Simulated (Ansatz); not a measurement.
LuZn:
```yaml
crystal:
  lattice:
    - [3.45984, 0.00000, 0.00000]
    - [0.00000, 3.45984, 0.00000]
    - [0.00000, 0.00000, 3.45984]
  atoms:
    - { symbol: Lu, position: [0.00000, 0.00000, 0.00000] }
    - { symbol: Zn, position: [0.50000, 0.50000, 0.50000] }
```

Relaxed with r²SCAN. Special points in fractions of this cell's reciprocal vectors: Γ (0.000, 0.000, 0.000); X (0.000, 0.500, 0.000); M (0.500, 0.500, 0.000); R (0.500, 0.500, 0.500).

Question: List the band energies nearest the Fermi level at these points for the program Ansatz at the r²SCAN level (PAW).

Answer: In eV from the Fermi level; about four levels below and three above (degenerate sets whole), none deeper than 8.9 eV; points with the same levels are listed once.

```json
[
 {"k": "Γ", "below": "-5.18 -5.18 -5.18 -5.15", "above": "0.25 0.25 5.20 5.20 5.20"},
 {"k": "X", "below": "-5.14 -5.14 -5.14 -4.59 -4.44", "above": "0.81 1.86 1.86"},
 {"k": "M", "below": "-5.14 -4.22 -0.64 -0.64", "above": "0.03 3.57 3.57"},
 {"k": "R", "below": "-5.15 -5.15 -5.15 -2.13 -2.13 -2.13", "above": "0.14 5.39 5.39 5.39"}
]
```

Space group Pm-3m (CsCl type). The first step of the workflow began from a Materials Project structure, measured or hypothetical; the Crystallography Open Database files this formula in space group No. 221, but the cells were not matched. Whether it is the stable phase at ambient conditions was not checked. The cell was relaxed with r²SCAN under the symmetry of its start; its stability against distortions is not shown here. Spin–orbit coupling is left out wherever it is not named.

Potentials: the later of the program's two PAW sets.
